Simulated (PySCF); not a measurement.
PySCF single point, B3LYP/6-31G*, density fitting, C-PCM implicit ethylene carbonate (electrostatics alone), on methylsulfide, CH3S (SMILES C[S-]), charge -1, multiplicity 1.

```python
from pyscf import gto, scf, dft
mol = gto.M(atom='''
C     -0.710237    -0.240243     0.018777
S      1.094639    -0.240292     0.018736
H     -1.094516    -0.786152     0.888808
H     -1.094639     0.786152     0.056391
H     -1.094630    -0.721026    -0.888808
''', basis='6-31G*', charge=-1, spin=0, verbose=3)
mf = dft.RKS(mol, xc='B3LYP')
mf = mf.density_fit()
mf = mf.PCM()
mf.with_solvent.method = 'C-PCM'
mf.with_solvent.eps = 90.5
mf.max_cycle = 100
e = mf.kernel()
print('converged', mf.converged)
print('E_total', e)
print('nao', mol.nao)
print('HOMO', mf.mo_energy[mf.mo_occ > 0].max())
mf.dip_moment()
```

It prints:

```

WARN: PCM is an experimental feature. It is still in testing.
Features and APIs may be changed in the future.

converged SCF energy = -438.218550891894
converged True
E_total -438.2185508918941
nao 38
HOMO -0.16253285562010394

WARN: System has nonzero charge -1; the dipole moment is origin-dependent.
Location of origin: [0. 0. 0.]

Dipole moment(X, Y, Z, Debye): -6.35393,  1.15436, -0.09002
```

The total energy is -11924.53 eV, -3.10 eV from the same level's vacuum run.
